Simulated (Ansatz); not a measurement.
**Relaxing nickel (hcp)**

These are results of DFT, r2SCAN, plane waves (500 eV) with PAW, scalar-relativistic (Ansatz 0.2.0), not measurements. (PAW data from PBE, frozen cores regenerated.)

k-point mesh 14×14×8, Fermi-Dirac smearing 0.05 eV, starting moments 0.80, -0.80 μB. Cell and atoms relax.

Starting structure:

```
Ni
1.0
     2.49176    0.00000    0.00000
    -1.24588    2.15792    0.00000
     0.00000    0.00000    4.06904
Ni
2
Direct
  0.33333 0.66667 0.25000
  0.66667 0.33333 0.75000
```

Problem. What cell does the relaxation end in?

Solution. P6_3/mmc (spin ignored) with a = 2.439 Å, c = 4.089 Å (c/a = 1.676); 10.54 Å³ per atom against 10.94 at the start (-3.7 %).

Problem. How much energy does the relaxation gain?

Solution. 14.5 meV per atom.

Path of the relaxation (the plane waves are chosen anew near the end, which can shift the energy a little):

```csv
step,E − E(final) (meV/atom),V (Å³/atom),P (GPa),max force (eV/Å)
0,14.52,10.940,-7.52,0.000
1,3.75,10.730,-3.86,0.000
2,-0.35,10.511,0.59,0.000
3,-0.39,10.539,-0.03,0.000
4,0.00,10.539,-0.07,0.000
5,-0.01,10.536,0.00,0.000
6,0.00,10.536,0.00,0.000
```

Problem. Which magnetic state does it end in?

Solution. antiferromagnetic, largest moment 0.55 μB in the atomic sphere; moments 0.55, -0.55 μB.
